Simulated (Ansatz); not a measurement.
Na2ICl, ordered on the rocksalt lattice (R-3m) with 4 atoms a cell, relaxed with r2SCAN in Ansatz 0.2.0. It is trigonal, R-3m (No. 166); conventional cell a = 4.283 Å, c = 20.933 Å, 27.71 Å³ an atom. Cl is surrounded by 6 Na at 2.91 Å; I is surrounded by 6 Na at 3.16 Å; Na is surrounded by 3 Cl at 2.91 Å and 3 I at 3.16 Å.

The axes x, y and z are those of this cell:
```
Cl I Na
1.0
     2.14136    1.23631    6.97776
    -2.14136    1.23631    6.97776
     0.00000   -2.47263    6.97776
Cl I Na
1 1 2
Direct
  0.00000 0.00000 0.00000
  0.50000 0.50000 0.50000
  0.26032 0.26032 0.26032
  0.73968 0.73968 0.73968
```

Unstrained: With PBE the gap is 3.196 eV and direct, at Γ. With r2SCAN the gap is 3.867 eV and direct, at Γ. Meshes: PBE 8×8×8, r2SCAN 8×8×8. Strains are changes of length per length. After each strain the atoms were relaxed again with r2SCAN within the symmetry that the strain leaves, so tilts or polar shifts that break it weren't tested; points keep the names that they have in the unstrained zone. These are computed values for a spin-unpolarised cell that may be hypothetical; none is a measurement.

(1) Apply biaxial -5.89 % in x and y, z held. How far does the gap move, against the unstrained cell?

Results:

(1) PBE: the gap goes from 3.196 to 3.100 eV (-0.096 eV). r2SCAN: the gap goes from 3.867 to 3.766 eV (-0.101 eV). The r2SCAN energy rises by 35.7 meV an atom.

Spin-orbit coupling is left out, which matters wherever the heavy atoms make up the band edges.
